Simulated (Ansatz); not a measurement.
Here is the system:

HfSiW:
```
CELL_PARAMETERS angstrom
      6.90143     0.00000     0.00000
      0.00000     3.50607     0.00000
      0.00000     0.00000     8.15297
ATOMIC_POSITIONS crystal
  Hf 0.04174 0.25000 0.66683
  Hf 0.95826 0.75000 0.33317
  Hf 0.45826 0.75000 0.16683
  Hf 0.54174 0.25000 0.83317
  Si 0.25624 0.25000 0.35993
  Si 0.74376 0.75000 0.64007
  Si 0.24376 0.75000 0.85993
  Si 0.75624 0.25000 0.14007
  W  0.13319 0.25000 0.06040
  W  0.86681 0.75000 0.93960
  W  0.36681 0.75000 0.56040
  W  0.63319 0.25000 0.43960
```

This is the r²SCAN-relaxed structure.

Question: All from plane-wave PAW r²SCAN (Ansatz code), unless another level is named. Give the electronic character.

Answer: metallic (no gap).

Question: What about the density of states at the Fermi level?

Answer: 0.35 states/eV per atom (mean over ±0.08 eV).

Question: What about the formation energy from the elements (no fitted shifts)?

Answer: -0.66 eV/atom.

Space group Pnma. The workflow started from a Materials Project entry (that database holds measured and hypothetical structures alike); the Crystallography Open Database copy checked does not list it. Whether it is the stable phase at ambient conditions was not checked. Symmetry was held in the r²SCAN relaxation; whether a distortion lowers the energy is not shown. The run is not spin-polarised. The references are the lowest solids computed at this level, not always the standard phases. Spin–orbit coupling is left out wherever it is not named.

Potentials: the later of the program's two PAW sets.
